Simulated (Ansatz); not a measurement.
# LuC in the zincblende structure

The computed numbers are results of PBE, scalar-relativistic (no spin polarisation) in the plane-wave PAW code Ansatz at 420 eV, Γ-centred 8×8×8 mesh, 0.05 eV Gaussian smearing. The datasets are Ansatz's generated set soft_2.

```cif
data_structure
_symmetry_space_group_name_H-M 'P 1'
_symmetry_Int_Tables_number 1
_cell_length_a 7.4723
_cell_length_b 3.7361
_cell_length_c 3.7361
_cell_angle_alpha 60.000
_cell_angle_beta 60.000
_cell_angle_gamma 60.000
_cell_volume 73.75
loop_
_atom_site_label
_atom_site_type_symbol
_atom_site_fract_x
_atom_site_fract_y
_atom_site_fract_z
_atom_site_occupancy
Lu1 Lu 0.00000 0.00000 0.00000 1
C1 C 0.12500 0.25000 0.25000 1
Lu2 Lu 0.50000 0.00000 0.00000 1
C2 C 0.62500 0.25000 0.25000 1
```

The cell came from substitution into a structure type; no database entry of this phase was matched, which doesn't show that none exists.

The cell above (space group F-43m at a tolerance of 0.05 Å) comes from a relaxation within its symmetry on a finer mesh. All atoms were then moved at random (spread 0.15 Å) and the cell was relaxed without symmetry.

Question: What does it relax into?

Answer: It returns: the energy ends within 0.1 meV/atom of the undisturbed cell and space group F-43m is found again (tolerance 0.05 Å). The test covers only distortions that fit this cell.

```tsv
step (a selection, trial steps included)	E − E(end) (meV/atom)
1	90.4
2	24.7
3	0.2
4	0.0
5	0.0
```

Spin–orbit coupling, which matters for such heavy elements, is left out. The k-mesh is coarse, so small energy differences aren't converged.
